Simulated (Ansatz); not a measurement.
The calculation used Ansatz 0.2.0, DFT PBE, scalar-relativistic, plane waves, PAW. All cells share a 420 eV cutoff and Γ-centred k meshes spaced at most about 0.3 Å⁻¹ (about 0.25 or finer for metals, 2π included). No spin polarisation in the final relaxations.

Temperature and zero-point effects are left out.

Two forms of Hf3SnTe8 were relaxed alike.

A.

```cif
data_structure
_symmetry_space_group_name_H-M 'C2/m'
_symmetry_Int_Tables_number 12
_cell_length_a 14.5852
_cell_length_b 8.0991
_cell_length_c 7.0151
_cell_angle_alpha 90.000
_cell_angle_beta 90.049
_cell_angle_gamma 90.000
_cell_volume 828.68
loop_
_atom_site_label
_atom_site_type_symbol
_atom_site_symmetry_multiplicity
_atom_site_Wyckoff_symbol
_atom_site_fract_x
_atom_site_fract_y
_atom_site_fract_z
_atom_site_occupancy
Hf1 Hf 2 a 0.00000 0.00000 0.00000 1
Hf2 Hf 4 h 0.00000 0.75335 0.50000 1
Sn1 Sn 2 b 0.00000 0.50000 0.00000 1
Te1 Te 4 i 0.87841 0.00000 0.33053 1
Te2 Te 4 i 0.87889 0.50000 0.35459 1
Te3 Te 8 j 0.87860 0.76288 0.82780 1
```

B.

```cif
data_structure
_symmetry_space_group_name_H-M 'P-3m1'
_symmetry_Int_Tables_number 164
_cell_length_a 4.0229
_cell_length_b 4.0229
_cell_length_c 28.9844
_cell_angle_alpha 90.000
_cell_angle_beta 90.000
_cell_angle_gamma 120.000
_cell_volume 406.24
loop_
_atom_site_label
_atom_site_type_symbol
_atom_site_symmetry_multiplicity
_atom_site_Wyckoff_symbol
_atom_site_fract_x
_atom_site_fract_y
_atom_site_fract_z
_atom_site_occupancy
Hf1 Hf 2 c 0.00000 0.00000 0.25191 1
Hf2 Hf 1 b 0.00000 0.00000 0.50000 1
Sn1 Sn 1 a 0.00000 0.00000 0.00000 1
Te1 Te 2 d 0.33333 0.66667 0.06291 1
Te2 Te 2 d 0.33333 0.66667 0.31234 1
Te3 Te 2 d 0.33333 0.66667 0.56039 1
Te4 Te 2 d 0.33333 0.66667 0.80846 1
```

Question: Which arrangement of the elements on these sites is preferred, and by what margin?

Answer: B is lower, by 15 meV/atom. The two share one framework of sites and differ in which element sits where. A has space group C2/m (No. 12), 34.5 Å³/atom and no gap on its mesh; B has Hf and Sn ordered on cadmium iodide sites, space group P-3m1 (No. 164), 33.9 Å³/atom and no gap. Counting Te atoms around Hf and Sn (those within 1.25 times the shortest such distance or 1.15 times the sum of covalent radii, 1.27 where that leaves under three), A and B both have Hf 6, Sn 6. Both come from invented guesses.

No dispersion correction is applied, so the spacing and binding between layers, chains or molecules are poorly described (C2/m, P-3m1), and this can change margins and order among such cells. Spin–orbit coupling, which can matter for Hf and Te, is left out. Cells relaxed within their symmetry can be saddle points.
